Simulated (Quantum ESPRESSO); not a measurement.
**Kohn-Sham bands of Te (P3₁21)**

```
Te
1.0
    4.60135     0.00000     0.00000
   -2.30068     3.98489     0.00000
    0.00000     0.00000     5.90006
Te
3
Cartesian
  1.18117   0.00000   1.96669
 -0.59058   1.02292  -1.96669
 -0.59058  -1.02292   0.00000
```

Structure: Materials Project mp-19, symmetrised, not relaxed again. COD (Crystallography Open Database) has the formula in 2 space groups, this one among them (matched by group alone). Level: PBEsol, spinors with spin-orbit coupling; pw.x of Quantum ESPRESSO at 64 Ry with PseudoDojo potentials, 6×6×4 k-points, Wannier90. Density: 12×12×6 mesh, Gaussian smearing 0.01 Ry. The cell is built of weakly bound layers, chains or molecules, whose nearest atoms lie 3.59 Å apart. Database cells relaxed without dispersion often hold them too far apart, which can enlarge gaps and weakens couplings between them; spacing and stacking were not compared with the measured crystal. With spin-orbit coupling a semilocal functional can close or falsely invert a small gap; the band order was not checked against a better method. The gap is small at this level and was sampled on the meshes and a path alone.

List the Kohn-Sham levels between −8 and 3.1 eV relative to the valence-band maximum at the high-symmetry points, as a band run of pw.x on that density gives them (levels within 2 meV counted together).


```csv
point,k (reciprocal lattice),levels (eV)
Γ,0.000 0.000 0.000,"-3.44 (×2), -3.29 (×2), -2.86 (×2), -1.80 (×2), -1.77 (×2), -0.84 (×2), 0.52 (×2), 1.09 (×2), 1.50 (×2)"
M,0.500 0.000 0.000,"-4.86 (×2), -4.42 (×2), -3.56 (×2), -3.31 (×2), -1.38 (×2), -1.05 (×2), 0.84 (×2), 0.99 (×2), 3.06 (×2)"
K,0.333 0.333 0.000,"-4.72, -4.53 (×2), -4.52, -3.16 (×2), -3.06, -2.89 (×2), -2.83, -2.38 (×2), 2.40, 2.44, 2.60 (×2), 2.87 (×2)"
A,0.000 0.000 0.500,"-4.15 (×2), -2.98 (×2), -2.75 (×2), -1.54 (×2), -1.42 (×2), -1.21 (×2), 0.33 (×2), 0.34 (×2), 0.62 (×2)"
L,0.500 0.000 0.500,"-5.55 (×2), -3.92 (×2), -3.79 (×2), -2.39 (×2), -1.99 (×2), -0.28 (×2), 0.75 (×2), 1.64 (×2), 2.36 (×2)"
H,0.333 0.333 0.500,"-5.17 (×2), -4.97, -4.91, -4.83 (×2), -1.25 (×2), -0.38 (×2), -0.13, 0.00, 0.11 (×2), 1.30, 1.34, 1.53 (×2)"
```
